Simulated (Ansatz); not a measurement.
Relaxed-ion elastic tensor of ScCo (CsCl type, Pm-3m) in GPa (Voigt order), DFT-PBEsol in the program Ansatz with PAW potentials; density 5.95 g/cm³, 14.49 Å³ per atom.

```
 216  90.6  90.6   0.0   0.0   0.0
90.6   216  90.6   0.0   0.0   0.0
90.6  90.6   216   0.0   0.0   0.0
 0.0   0.0   0.0  57.5   0.0   0.0
 0.0   0.0   0.0   0.0  57.5   0.0
 0.0   0.0   0.0   0.0   0.0  57.5
```

Is the crystal mechanically stable?

Yes: the smallest eigenvalue of C is 57.5 GPa.

Work out the Voigt, Reuss and Hill averages.

K_V = 133, K_R = 133, K_H = 133; G_V = 59.7, G_R = 59.5, G_H = 59.6 GPa.

Give Young's modulus, Poisson's ratio, Pugh's ratio and the universal anisotropy index.

E = 9KG/(3K + G) = 156 GPa; ν = 0.30; K/G = 2.22 (ductile by the Pugh limit of 1.75); A_U = 5G_V/G_R + K_V/K_R − 6 = 0.01.

Estimate the sound speeds and the Debye temperature.

v_l = √((K + 4G/3)/ρ) = 5970 m/s, v_t = √(G/ρ) = 3160 m/s, mean 3540 m/s; Θ = (h/k)(3n/4πV)^(1/3) v_m = 432 K.

Give the Zener ratio and Young's modulus along [100], [110] and [111].

A = 2C44/(C11 − C12) = 0.91; 1/E = S11 − 2(S11 − S12 − S44/2)Γ with Γ = 0, 1/4, 1/3 gives 163, 154, 151 GPa.

Solve the Christoffel equation for the three sound speeds along [100], [110], [111].

Eigenvalues of C_ijkl n_j n_l equal ρv². In km/s, slowest first: [100] 3.11, 3.11, 6.03; [110] 3.11, 3.25, 5.95; [111] 3.20, 3.20, 5.93.

The workflow started from an entry of the Crystallography Open Database (COD). Whether it is the stable phase at ambient conditions was not checked. The PBEsol relaxation kept the symmetry of its start; of distortions, only those at the zone centre were tested. The workflow began spin-polarised and lost its moments. As this level gives no gap, shear constants depend on the k-mesh and smearing (Fermi–Dirac, 0.1 eV here).

Potentials: the later of the program's two PAW sets.
